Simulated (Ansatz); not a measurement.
A scan (energy against volume; even scaling of the relaxed cell, symmetry kept) gave these values. Method: r2SCAN (plane waves to 500 eV, PAW, scalar-relativistic; Ansatz, an electronic-structure program).

- Bulk modulus at fixed cell shape B₀ (third-order Birch-Murnaghan fit) = 47.0 GPa
- Pressure derivative B₀′ (fit) = 4.4
- Equilibrium volume of the fit = 22.11 Å³/atom

Q: Of these crystals, all scanned alike, which one is it?
A. TiB₂ (AlB2 type, space group P6/mmm)
B. LaF₃ (space group P6_3/mmc)
C. SrGaSnH (space group P3m1)
D. Cs₂HgPdCl₆ (space group I4/mmm)

A: C, SrGaSnH (space group P3m1). The others have, for the bulk modulus at fixed cell shape: Cs2HgPdCl6 18.1 GPa, LaF3 121 GPa, TiB2 263 GPa

All were relaxed with their symmetry unable to fall. Cs2HgPdCl6 is run without spin polarisation and with no Hubbard U. LaF3 is run without spin polarisation. Spin-orbit coupling is left out. This is one of several known forms of LaF3; the measured ambient cells at hand have space group No. 165. TiB2 is run without spin polarisation. With the shape held, the modulus is that of even scaling; a crystal free to change shape is softer.

(Under strain, the slope of the energy per volume gives the stress and its curvature an elastic modulus.)
